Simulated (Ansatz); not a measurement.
An elastic constant from a strain scan in Li

The calculation used DFT PBEsol, scalar-relativistic, plane waves, PAW (Ansatz). Settings: plane waves to 420 eV, k-mesh 18×18×18 (Γ-centred), Gaussian smearing 0.15 eV. No spin polarisation. Energies are free energies at this smearing, counted from the undisturbed cell; pressure is positive in compression.

Zero of the scan (as given, not relaxed at this level; it stands at -0.7 GPa; this fcc form isn't the usual structure):

```
CELL_PARAMETERS angstrom
0.00000 2.20200 2.20200
2.20200 0.00000 2.20200
2.20200 2.20200 0.00000
ATOMIC_POSITIONS crystal
Li 0.00000 0.00000 0.00000
```

The cell is strained by ε times the Voigt pattern (0, 0, 0, 0, 1, 0) (xx, yy, zz, yz, xz, xy; engineering shear) with fractional coordinates fixed. The cell holds 1 atom in V0 = 21.35 Å³. The stress column is τ = (1/V0) dE/dε, got from the stress tensor σ (compression positive) at each point as −det(1 + εP) σ : P(1 + εP)⁻¹, with P the pattern as a tensor.

```
      ε  ΔE (meV/atom)  τ (GPa)
-0.0525          2.041   -0.566
-0.0450          1.512   -0.492
-0.0375          1.058   -0.415
-0.0300          0.682   -0.337
-0.0225          0.386   -0.255
-0.0150          0.172   -0.172
-0.0075          0.043   -0.086
 0.0000          0.000    0.000
 0.0075          0.043    0.086
 0.0150          0.172    0.172
 0.0225          0.386    0.255
 0.0300          0.682    0.337
 0.0375          1.058    0.415
 0.0450          1.512    0.492
 0.0525          2.041    0.566
 0.0600              ?        ?
```

**Question.** Which combination of elastic constants does this scan measure, and how large is it?

**Answer.** For small ε, τ = τ0 + Kε with K = pᵀCp, which for this pattern is C44 in the cubic axes. The parabola through τ at ε = -0.0075, 0 and 0.0075 has slope K = 11.5 GPa at zero. The energies per cell, E = NΔE, of the wider pair ε = ±0.0300 give K = 2[E(ε₊)/ε₊ − E(ε₋)/ε₋]/[(ε₊ − ε₋)V0] = 11.4 GPa, in agreement. The start is under stress, which shifts K from the elastic constant by about the size of that stress.

**Question.** Predict the withheld row at ε = 0.0600 from the harmonic law, and compare.

**Answer.** ΔE = V0(τ0 ε + Kε²/2)/N = 2.762 meV/atom and τ = 0.69 GPa. The calculation gives 2.643 meV/atom and 0.64 GPa, a miss of 4.3 % of the harmonic energy, so the harmonic law still holds here.

In a metal these slopes depend on the k mesh and the smearing.